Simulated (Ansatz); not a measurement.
Input:

Sb2Ru:
```xyz
6
Lattice="5.9783 0.0000 0.0000 0.0000 6.7147 0.0000 0.0000 0.0000 3.2142" Properties=species:S:1:pos:R:3 pbc="T T T"
Sb     1.0910     2.4093     0.0000
Sb     4.8874     4.3054     0.0000
Sb     4.0801     0.9480     1.6071
Sb     1.8982     5.7666     1.6071
Ru     0.0000     0.0000     0.0000
Ru     2.9892     3.3573     1.6071
```

This is the r²SCAN-relaxed structure. Tensor components refer to the Cartesian frame of this cell.

Q: All from plane-wave PAW r²SCAN (Ansatz code), unless another level is named. Estimate the smallest direct gap on the standard path.

A: 0.75 eV.

Q: Give the band gap.

A: 0.15 eV (indirect).

Q: Predict the formation energy from the elements (no fitted shifts).

A: -28 kJ/mol of atoms.

Q: Give the conduction-band minimum.

A: on the Γ–Z line, 56 % of the way from Γ (k = 0.000, 0.000, 0.279) (2 equivalent valleys).

Q: What about the valence-band maximum?

A: at R (k = 0.500, 0.500, 0.500).

Space group Pnnm. The workflow started from a Materials Project entry (that database holds measured and hypothetical structures alike); the Crystallography Open Database files this formula in space group No. 58, but the cells were not matched. Its standing as an ambient phase is unchecked. Symmetry was held in the r²SCAN relaxation; its stability against distortions is not shown here. No spin polarisation was allowed. The references are the lowest solids computed at this level, not always the standard phases. Spin–orbit coupling is left out wherever it is not named.

Potentials: the later of the program's two PAW sets.
